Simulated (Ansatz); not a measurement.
SrZrO3:
```xyz
10
Lattice="-2.8682 2.8682 4.1618 2.8682 -2.8682 4.1618 2.8682 2.8682 -4.1618" Properties=species:S:1:pos:R:3 pbc="T T T"
Sr     0.0000     2.8682     2.0809
Sr     2.8682     0.0000     2.0809
Zr     0.0000     0.0000     0.0000
Zr     0.0000     0.0000     4.1618
O      3.9544     1.0862     0.0000
O     -1.0862     1.7821     4.1618
O      1.7821     1.0862     4.1618
O      1.0862     1.7821     0.0000
O      0.0000     0.0000     2.0809
O      0.0000     0.0000     6.2427
```

x, y and z are the axes in which the lattice vectors are written.

Give the high-frequency dielectric tensor and the Born effective charge tensors of the independent atoms from DFPT, DFT-PBEsol in the program Ansatz with PAW potentials.


ε∞:
```
4.63  0.00  0.00
0.00  4.63  0.00
0.00  0.00  4.77
```
Z* of atom 1 (Sr), rows: field, columns: displacement, in e:
```
2.40  0.00  0.00
0.00  2.40  0.00
0.00  0.00  2.74
```
Z* of atom 3 (Zr), rows: field, columns: displacement, in e:
```
 5.90   0.48   0.00
-0.48   5.90   0.00
 0.00   0.00   5.99
```
Z* of atom 5 (O), rows: field, columns: displacement, in e:
```
-3.24   1.38   0.00
 1.38  -3.24   0.00
 0.00   0.00  -1.97
```
Z* of atom 9 (O), rows: field, columns: displacement, in e:
```
-1.81   0.00   0.00
 0.00  -1.81   0.00
 0.00   0.00  -4.79
```

Space group I4/mcm. The first step of the workflow began from a Materials Project structure, measured or hypothetical; the Crystallography Open Database copy checked does not list it. COD files the formula under space group No. 62, 63, 221. Whether it is the stable phase at ambient conditions was not checked. The cell was relaxed with PBEsol under the symmetry of its start. At this level the phase is dynamically unstable (imaginary phonons). The run is not spin-polarised. Spin–orbit coupling is left out wherever it is not named.

Potentials: the later of the program's two PAW sets.
